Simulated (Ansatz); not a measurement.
GaAs:
```
CELL_PARAMETERS angstrom
      2.67567     0.00000     0.00000
      0.00000     2.67567     0.00000
      0.00000     0.00000     5.46654
ATOMIC_POSITIONS crystal
  Ga 0.00000 0.00000 0.50000
  As 0.00000 0.00000 0.00000
```

Relaxed with r²SCAN. Special points in fractions of this cell's reciprocal vectors: Γ (0.000, 0.000, 0.000); X (0.000, 0.500, 0.000); M (0.500, 0.500, 0.000); Z (0.000, 0.000, 0.500); R (0.000, 0.500, 0.500); A (0.500, 0.500, 0.500).

Problem. List the band energies nearest the Fermi level at these points for the program Ansatz at the r²SCAN with spin–orbit coupling level (PAW).

Solution. In eV from the Fermi level; about four levels below and three above (degenerate sets whole), none deeper than 8.9 eV; points with the same levels are listed once.

```json
[
 {"k": "Γ", "below": "-8.63 -8.63 -6.15 -6.15", "above": "5.22 5.22 5.56 5.56"},
 {"k": "X", "below": "-3.02 -3.02 -2.33 -2.33", "above": "3.59 3.59 7.97 7.97"},
 {"k": "M", "below": "-3.77 -3.77 -0.09 -0.09", "above": "1.15 1.15 1.32 1.32"},
 {"k": "Z", "below": "-1.56 -1.56", "above": "0.07 0.07 5.39 5.39"},
 {"k": "R", "below": "-5.82 -5.82 -3.37 -3.37", "above": "1.95 1.95 3.88 3.88"},
 {"k": "A", "below": "-3.54 -3.54 -1.50 -1.50", "above": "0.29 0.29 0.43 0.43"}
]
```

Space group P4/mmm. The first step of the workflow began from a Materials Project structure, measured or hypothetical; the Crystallography Open Database copy checked does not list it. It is not the phase usual at ambient conditions (space group No. 216). Symmetry was held in the r²SCAN relaxation; of distortions, only those at the zone centre were tested.

Potentials: the earlier of the program's two PAW sets.
